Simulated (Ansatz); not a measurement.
ZnPbO₃:
```cif
data_O6Pb2Zn2
_chemical_formula_sum 'Zn2 Pb2 O6'
_space_group_name_H-M_alt 'P 1'
_space_group_IT_number 1
_cell_length_a 5.72043
_cell_length_b 5.72043
_cell_length_c 5.72043
_cell_angle_alpha 56.659
_cell_angle_beta 56.659
_cell_angle_gamma 56.659
loop_
_space_group_symop_operation_xyz
  'x, y, z'
loop_
_atom_site_label
_atom_site_type_symbol
_atom_site_fract_x
_atom_site_fract_y
_atom_site_fract_z
_atom_site_occupancy
Zn1 Zn 0.50069 0.50069 0.50069 1
Zn2 Zn 0.00069 0.00069 0.00069 1
Pb1 Pb 0.21868 0.21868 0.21868 1
Pb2 Pb 0.71868 0.71868 0.71868 1
O1 O 0.80332 0.12630 0.40172 1
O2 O 0.40172 0.80332 0.12630 1
O3 O 0.12630 0.40172 0.80332 1
O4 O 0.90172 0.62630 0.30332 1
O5 O 0.62630 0.30332 0.90172 1
O6 O 0.30332 0.90172 0.62630 1
```

Relaxed with r²SCAN.

Give the optical modes at the zone centre with their infrared activity from DFPT, plane-wave PAW r²SCAN (Ansatz code).

Transverse frequencies, without the LO–TO term; a row sums one degenerate level.

| ω (cm⁻¹) | degeneracy | IR ((D/Å)²/amu) | activity | symmetry |
|---|---|---|---|---|
| 101 | 1 | 0.00 | IR-inactive | A2 |
| 133 | 2 | 0.15 | IR | E |
| 141 | 1 | 0.32 | IR | A1 |
| 156 | 2 | 4.40 | IR | E |
| 182 | 2 | 2.02 | IR | E |
| 201 | 1 | 37.44 | IR | A1 |
| 203 | 1 | 0.00 | IR-inactive | A2 |
| 239 | 2 | 8.65 | IR | E |
| 285 | 2 | 6.60 | IR | E |
| 336 | 2 | 29.58 | IR | E |
| 372 | 1 | 0.00 | IR-inactive | A2 |
| 386 | 2 | 50.73 | IR | E |
| 431 | 1 | 2.67 | IR | A1 |
| 456 | 2 | 3.99 | IR | E |
| 490 | 1 | 16.92 | IR | A1 |
| 497 | 1 | 0.00 | IR-inactive | A2 |
| 563 | 2 | 7.27 | IR | E |
| 582 | 1 | 0.00 | IR-inactive | A2 |

How high does the top mode go among those that the LO–TO term moves?

586 cm⁻¹ for q along x, 586 cm⁻¹ for q along y, 567 cm⁻¹ for q along z.

Space group R3c. The first step of the workflow began from a Materials Project structure, measured or hypothetical; the Crystallography Open Database copy checked does not list it. With Zn and Pb taken as one species the cell has the higher symmetry R-3c, so it may be an ordered model of a mixed-site phase. Its standing as an ambient phase is unchecked. The cell was relaxed with r²SCAN under the symmetry of its start; of distortions, only those at the zone centre were tested. Scalar-relativistic: spin–orbit coupling is off unless named, which matters more the heavier the elements.

Potentials: the later of the program's two PAW sets.
